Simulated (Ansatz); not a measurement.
# Hf: energy along a strain

Hf, Fm-3m, a = 4.440 Å (as given, not relaxed at this level: -5.7 GPa). This isn't the element's structure at ambient conditions. Ansatz: LDA, PAW, 420 eV, Γ-centred 18×18×18 mesh on 1 atom, Gaussian smearing 0.15 eV; no spin polarisation. Cell vectors (Å): 0.000 2.220 2.220; 2.220 0.000 2.220; 2.220 2.220 0.000. The cell is strained by x per cent times the pattern (1 0 0 0 0 0) in the order xx yy zz yz xz xy (engineering shears), with fractional coordinates held. y is the free energy over the start, V0 = 21.882 Å³/atom. Points with a strain past 8.5 % were computed too (3) and aren't used here.

| x (%) | y (meV/atom) |
| --- | --- |
| -7.50 | ? |
| -5.00 | -15.05 |
| -2.50 | -13.54 |
| 0.00 | 0.00 |
| 2.50 | 24.78 |
| 5.00 | 59.78 |
| 7.50 | 103.78 |

Fit y = c1 x + c2 x² + c3 x³ to the other rows, get the stiffness along the pattern, and predict the missing energy.

Least squares on the rows shown. y = 7.7499 x + 0.89413 x² − 0.010955 x³. The clamped-ion stiffness p·C·p = 2 × 8.941 eV × 160.2 / 21.882 Å³ = 131 GPa, which is C11 in these axes (second derivative at the start, which stands under stress). At x = -7.50 the fit asked for gives -3.21 meV/atom. The run gave -4.05 meV/atom, so the fit is 0.84 meV/atom too high, 0.71 % of the span of the series, against an rms of 0.04 meV/atom on the fitted rows. The row lies outside the fitted range. With a term in x⁴ added, a fit to the same known rows predicts -3.95 meV/atom, so most of the miss is curvature that the known rows already hold.

Spin–orbit coupling is left out, which can shift energies with elements as heavy as these.